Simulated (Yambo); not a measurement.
BSE-type run in Yambo on PbTe (rock salt, space group Fm-3m, No. 225), at zero momentum.

Quantum ESPRESSO step (PBE, PseudoDojo standard norm-conserving files, scalar-relativistic):
```
&CONTROL
  calculation = 'nscf'
  pseudo_dir = './pseudo'
  outdir = './out'
/
&SYSTEM
  ibrav = 0
  nat = 2
  ntyp = 2
  ecutwfc = 82.3
  ecutrho = 329.2
  occupations = 'fixed'
  force_symmorphic = .true.
  nbnd = 45
/
&ELECTRONS
  conv_thr = 2e-09
  diago_full_acc = .true.
  diago_thr_init = 1e-08
/
ATOMIC_SPECIES
Te 127.6000 Te.upf
Pb 207.2000 Pb.upf
CELL_PARAMETERS angstrom
  0.000000000000   3.219543811000   3.219543811000
  3.219543811000   0.000000000000   3.219543811000
  3.219543811000   3.219543811000   0.000000000000
ATOMIC_POSITIONS crystal
Te   0.000000000000   0.000000000000   0.000000000000
Pb   0.500000000000   0.500000000000   0.500000000000
K_POINTS automatic
6 6 6 0 0 0
```

Yambo input:
```
rim_cut
optics
bse
bss
dipoles
em1s
RandQpts= 1000000
RandGvec= 1 Ry
FFTGvecs= 40 Ry
Chimod= "HARTREE"
BSKmod= "SEX"
BSEmod= "resonant"
BSSmod= "hs"
BSENGexx= 15 Ry
BSENGBlk= 4 Ry
% BSEQptR
 1 | 1 |
%
% BSEBands
 13 | 21 |
%
% BEnRange
 0.0 | 9.1 | eV
%
% BDmRange
 0.15 | 0.15 | eV
%
BEnSteps= 182
% BLongDir
 1.0 | 0.0 | 0.0 |
%
BSHayTrs= -0.02
BSSNEig= 24
WRbsWF
% BndsRnXs
 1 | 39 |
%
NGsBlkXs= 4 Ry
% LongDrXs
 1.0 | 1.0 | 1.0 |
%
```

From the report:

The dimension is k points × valence × conduction bands = 216 × 3 × 6 = 3888.
```
  [SLEPC] Approach                          : Krylov-Schur
  [SLEPC] Number of requested eigenvalues   :  24
  [SLEPC] Number of eigenvalues        [NEV]:  24
   [K] Dimension                                    :   3888
   [K] Bands                                        :  13  21
   [K] Exchange res                                 : yes
   [K] Correlation res                              : yes
   [K] W interaction is bare                        : no
   [K] RL vectors exchange                          :   531
   [K] RL vectors correlation                       :   65
   [W] Matrix size                                  :   65
   [W] Bands                                        :    1   39
   [W] Coulomb Cutoff                               : none
   [W] Hxc Kernel                                   : HARTREE
```

Bands and orbitals come from the standard potentials; the scissor and the G0W0 gaps come from a run at the same geometry on the stringent ones, which hold whole semicore shells in the valence.

Spin-orbit coupling is not included.

Geometry relaxed with PBEsol.
